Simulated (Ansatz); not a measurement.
This guess for ScCoC4N4 is about to be relaxed.

```
Sc Co C N
1.0
     6.00387    0.00000    0.00000
     0.00000    6.00387    0.00000
     0.00000    0.00000    6.00387
Sc Co C N
1 1 4 4
Cartesian
  0.0000 0.0000 0.0000
  3.0019 3.0019 3.0019
  1.1674 1.1674 1.1674
  1.1674 4.8365 4.8365
  4.8365 1.1674 4.8365
  4.8365 4.8365 1.1674
  1.8429 1.8429 1.8429
  1.8429 4.1610 4.1610
  4.1610 1.8429 4.1610
  4.1610 4.1610 1.8429
```

These are results of Ansatz, DFT PBE, scalar-relativistic, plane waves, PAW, not measurements. Cutoff 420 eV, Gaussian smearing, Γ-centred meshes. Cell and atoms relax first on a coarse mesh and then on a finer one. In between, the cell is made exact in the group found at 0.06 Å. In metals the finer mesh still leaves noise of several meV/atom or more. The steps can't lower the symmetry of their start. Collinear spin, starting moments Co 3.0 μB.

A guess keeps its type if space group and coordination stay and the shape of the cell changes little (axis ratios within about 15 %, angles within 6°); the volume may change.

Q: Will the relaxed cell still be of the starting type?

A: It keeps its type. The symmetry stays P-43m (No. 215). The volume per atom grows by 6.0 %, from 21.6 to 22.9 Å³. The shortest distance stays 1.17 Å (C–N). Counting neighbours within 15 % of an atom's shortest distance, the start has C 1, Co 4, N 1, Sc 4 and the end C 1, Co 4, N 1, Sc 4.

The last run used collinear spin, a 6×6×6 mesh for its 10-atom cell and Gaussian smearing of 0.10 eV. Another magnetic order may lie lower. A structure relaxed within its symmetry needn't be a true minimum.
